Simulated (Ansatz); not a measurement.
Crystals of one structure type (rock salt) and one family of elements, relaxed and computed with r²SCAN in the plane-wave PAW code Ansatz; HSE06 gaps on those cells.

```json
[
 {"crystal": "BeS", "gap (eV)": "1.33", "HSE06 gap (eV)": "1.73"},
 {"crystal": "MgS", "gap (eV)": "3.47", "HSE06 gap (eV)": "?"},
 {"crystal": "SrO", "gap (eV)": "3.80", "HSE06 gap (eV)": "4.80"},
 {"crystal": "CaO", "gap (eV)": "4.20", "HSE06 gap (eV)": "5.31"},
 {"crystal": "MgO", "gap (eV)": "5.68", "HSE06 gap (eV)": "6.52"}
]
```

### Question
Fit a straight line to E_g(HSE06) against E_g and predict the withheld value.

### Answer
Least squares on the 4 shown rows: E_g(HSE06) = 1.122 × E_g + (0.380), with a scatter of 0.19. For MgS this gives 4.27. The run itself gave 3.80, outside the scatter: the line misses something about this case.

Typed or built starts, not in the databases checked: BeS, rock salt. All cells were relaxed under the symmetry of their starts (and spin orders); stability against distortions was not tested throughout. Spin–orbit coupling is left out wherever it is not named.

Potentials: the earlier of the program's two PAW sets.
